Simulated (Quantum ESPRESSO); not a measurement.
# Band energies of KBr

```
CELL_PARAMETERS angstrom
      0.00000     3.27433     3.27433
      3.27433     0.00000     3.27433
      3.27433     3.27433     0.00000
ATOMIC_POSITIONS crystal
  K  0.00000 0.00000 0.00000
  Br 0.50000 0.50000 0.50000
```

norm-conserving PBEsol (Quantum ESPRESSO, 74 Ry, with spin-orbit coupling); path ΓXWKΓLUWLK,UX; energies in eV from the valence-band maximum.

| k (1/Å) | point | band 16 | band 17 | band 18 | band 19 | band 20 | band 21 | band 22 | band 23 |
|---|---|---|---|---|---|---|---|---|---|
| 0.00 | Γ | 0.00 | 4.18 | 4.18 | 7.37 | 7.37 | 7.37 | 7.37 | 7.37 |
| 0.32 |  | -0.10 | 5.00 | 5.00 | 6.71 | 6.71 | 8.07 | 8.07 | 8.08 |
| 0.64 |  | -0.25 | 5.87 | 5.87 | 6.35 | 6.35 | 8.90 | 8.90 | 9.42 |
| 0.96 | X | -0.31 | 5.56 | 5.56 | 7.02 | 7.02 | 9.19 | 9.19 | 9.30 |
| 1.32 |  | -0.54 | 6.50 | 6.50 | 7.83 | 7.83 | 7.89 | 7.89 | 9.00 |
| 1.44 | W | -0.61 | 7.11 | 7.11 | 7.16 | 7.16 | 8.10 | 8.10 | 8.84 |
| 1.78 | K | -0.45 | 6.31 | 6.31 | 8.00 | 8.00 | 8.25 | 8.25 | 9.02 |
| 2.08 |  | -0.42 | 6.78 | 6.78 | 7.28 | 7.28 | 8.56 | 8.56 | 8.87 |
| 2.39 |  | -0.19 | 5.45 | 5.45 | 7.02 | 7.02 | 7.89 | 7.89 | 8.37 |
| 2.69 |  | -0.01 | 4.28 | 4.28 | 7.32 | 7.32 | 7.40 | 7.40 | 7.45 |
| 2.80 | Γ | 0.00 | 4.18 | 4.18 | 7.37 | 7.37 | 7.37 | 7.37 | 7.37 |
| 3.00 |  | -0.06 | 4.58 | 4.58 | 7.26 | 7.26 | 7.56 | 7.56 | 7.56 |
| 3.42 |  | -0.32 | 6.12 | 6.12 | 7.69 | 7.69 | 8.87 | 8.87 | 8.88 |
| 3.63 | L | -0.38 | 6.32 | 6.32 | 8.05 | 8.05 | 9.59 | 9.59 | 9.61 |
| 3.74 |  | -0.39 | 6.39 | 6.39 | 7.98 | 7.98 | 9.44 | 9.44 | 9.55 |
| 4.10 |  | -0.45 | 6.56 | 6.56 | 7.86 | 7.86 | 8.40 | 8.40 | 9.04 |
| 4.21 | U | -0.45 | 6.31 | 6.31 | 8.00 | 8.00 | 8.25 | 8.25 | 9.02 |
| 4.44 |  | -0.55 | 6.71 | 6.71 | 7.60 | 7.60 | 8.06 | 8.06 | 8.91 |
| 4.55 | W | -0.61 | 7.11 | 7.11 | 7.16 | 7.16 | 8.10 | 8.10 | 8.84 |
| 4.75 |  | -0.51 | 7.00 | 7.00 | 7.29 | 7.29 | 8.33 | 8.33 | 8.96 |
| 5.14 |  | -0.38 | 6.37 | 6.37 | 8.00 | 8.00 | 9.51 | 9.51 | 9.53 |
| 5.23 | L | -0.38 | 6.32 | 6.32 | 8.05 | 8.05 | 9.59 | 9.59 | 9.61 |
| 5.40 |  | -0.40 | 6.45 | 6.45 | 7.91 | 7.91 | 9.30 | 9.30 | 9.53 |
| 5.65 |  | -0.45 | 6.64 | 6.64 | 7.75 | 7.75 | 8.53 | 8.53 | 9.12 |
| 5.82 | K | -0.45 | 6.31 | 6.31 | 8.00 | 8.00 | 8.25 | 8.25 | 9.02 |
| 5.82 | U | -0.45 | 6.31 | 6.31 | 8.00 | 8.00 | 8.25 | 8.25 | 9.02 |
| 6.16 | X | -0.31 | 5.56 | 5.56 | 7.02 | 7.02 | 9.19 | 9.19 | 9.30 |

The PBEsol gap is direct, 4.18 eV at Γ.

Geometry relaxed with PBEsol.
